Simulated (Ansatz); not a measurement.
CsHgCl$_{3}$:
```
CsHgCl3
1.0
    5.32488     0.00000     0.00000
    0.00000     5.32488     0.00000
    0.00000     0.00000     5.32488
Cs Hg Cl
1 1 3
Direct
  0.00000   0.00000   0.00000
  0.50000   0.50000   0.50000
  0.00000   0.50000   0.50000
  0.50000   0.00000   0.50000
  0.50000   0.50000   0.00000
```

Relaxed with r²SCAN. Special points in fractions of this cell's reciprocal vectors: Γ (0.000, 0.000, 0.000); X (0.000, 0.500, 0.000); M (0.500, 0.500, 0.000); R (0.500, 0.500, 0.500).

Q: List the band energies nearest the Fermi level at these points for plane-wave PAW r²SCAN (Ansatz code).

A: In eV from the Fermi level; about four levels below and three above (degenerate sets whole), none deeper than 8.9 eV; points with the same levels are listed once.

```
k                          below           above
-  -----------------------------  --------------
Γ        -1.35 -1.35 -1.35 -0.18  5.75 6.05 6.05
X        -1.56 -1.56 -1.50 -1.50  2.93 6.97 7.23
M        -1.64 -1.64 -1.06 -0.06  4.46 7.12 7.12
R  -1.04 -1.04 -1.04 -0.06 -0.06  5.81 5.81 5.81
```

Space group Pm-3m (cubic perovskite). The workflow started from an entry of the Crystallography Open Database (COD), which files this formula under 2 space groups. Its standing as an ambient phase is unchecked. The cell was relaxed with r²SCAN under the symmetry of its start; whether a distortion lowers the energy is not shown. The Fermi level of a semimetal is unsure by some 0.05 eV on such meshes. Spin–orbit coupling is left out wherever it is not named.

Potentials: the later of the program's two PAW sets.
